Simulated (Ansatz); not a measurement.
MoS2:
```xyz
6
Lattice="3.1742 0.0000 0.0000 -1.5871 2.7489 0.0000 0.0000 0.0000 12.4875" Properties=species:S:1:pos:R:3 pbc="T T T"
Mo     1.5871     0.9163     3.1219
Mo     0.0000     1.8326     9.3656
S      0.0000     1.8326     4.6751
S      1.5871     0.9163     7.8124
S      1.5871     0.9163    10.9188
S      0.0000     1.8326     1.5687
```

Tensor components refer to the Cartesian frame of this cell.

Task: Give the high-frequency dielectric tensor and the Born effective charge tensors of the independent atoms from DFPT, r²SCAN+D4 in the plane-wave PAW code Ansatz.

Result: 
ε∞:
```
14.6  0.00  0.00
0.00  14.6  0.00
0.00  0.00  5.64
```
Z* of atom 1 (Mo), rows: field, columns: displacement, in e:
```
-0.88   0.00   0.00
 0.00  -0.88   0.00
 0.00   0.00  -0.49
```
Z* of atom 3 (S), rows: field, columns: displacement, in e:
```
0.44  0.00  0.00
0.00  0.44  0.00
0.00  0.00  0.24
```

Static charges for comparison (Bader): Mo1 +1.31, S3 -0.66 e. Born charges measure polarisation by displacement and can exceed these by far.

Space group P6_3/mmc. The r²SCAN+D4 relaxation kept the symmetry of its start. No spin polarisation was allowed. Scalar-relativistic: spin–orbit coupling is off unless named, which matters more the heavier the elements.

Potentials: the later of the program's two PAW sets.
